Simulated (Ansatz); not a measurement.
Crystals of one structure type (rock salt) and one family of elements, relaxed and computed with the program Ansatz at the PBEsol level (PAW).

| crystal | V (Å³/atom) | B₀ by P(V) fit (GPa) |
|---|---|---|
| ScS | 17.04 | 110 |
| YSe | 23.02 | 87.1 |
| LaSe | 27.26 | ? |
| YTe | 28.09 | 68.9 |

Task: Fit a straight line to ln B₀ against ln V and predict the withheld value.

Result: Least squares on the 3 shown rows: ln B₀ = -0.92 × ln V + (7.321), with a scatter of 2 %. For LaSe this gives 72.2. The run itself gave 77.2, outside the scatter: the line misses something about this case.

Standing as an ambient phase not checked: ScS, rock salt; YSe, rock salt; LaSe, rock salt; YTe, rock salt. All cells were relaxed under the symmetry of their starts (and spin orders); stability against distortions was not tested throughout. Rows with no word on spin ran without spin polarisation. Scalar-relativistic: spin–orbit coupling is off unless named, which matters more the heavier the elements.

Potentials: the later of the program's two PAW sets.
